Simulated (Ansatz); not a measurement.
## TiAl (P4/mmm), clamped-ion strain scan

Computed with Ansatz 0.2.0, DFT PBEsol, scalar-relativistic, plane waves, PAW. Cutoff 420 eV, Γ-centred 16×16×12 k-points, Gaussian smearing of 0.15 eV. No spin polarisation. Energies are free energies at this smearing, counted from the undisturbed cell; pressure is positive in compression.

Reference structure (as given, not relaxed at this level; it stands at -3.9 GPa, and it needn't be the usual structure):

```xyz
2
Lattice="2.8373 0.0000 0.0000 0.0000 2.8373 0.0000 0.0000 0.0000 4.0591" Properties=species:S:1:pos:R:3 pbc="T T T"
Ti    0.0000    0.0000    0.0000
Al    1.4186    1.4186    2.0295
```

The cell is strained by ε times the Voigt pattern (1, -1, 0, 0, 0, 0) (xx, yy, zz, yz, xz, xy; engineering shear) with fractional coordinates fixed. The cell is metallic on the mesh throughout.

```
      ε  ΔE (meV/atom) stress summed along the pattern (GPa, tension positive) pressure (GPa)
-0.1000          134.1                                                   -27.17            -0.4
-0.0500           32.2                                                   -12.98            -3.1
 0.0000            0.0                                                     0.00            -3.9
 0.0125            2.0                                                     3.25            -3.9
 0.0250            8.0                                                     6.49            -3.7
 0.0375              ?                                                        ?            -3.5
 0.0625           50.5                                                    16.44            -2.6
 0.0750           73.6                                                        ?               ?
 0.0875          101.4                                                    23.79            -1.3
```

By symmetry 0.1000 repeats -0.1000, -0.0750 repeats 0.0750, 0.0500 repeats -0.0500, -0.0250 repeats 0.0250 in energy, with the opposite slope along the path.

Problem. Give the withheld values.

Solution. ΔE (meV/atom) at ε = 0.0375: 18.1; stress summed along the pattern (GPa, tension positive) at ε = 0.0375: 9.73; stress summed along the pattern (GPa, tension positive) at ε = 0.0750: 20.13; pressure (GPa) at ε = 0.0750: -2.0.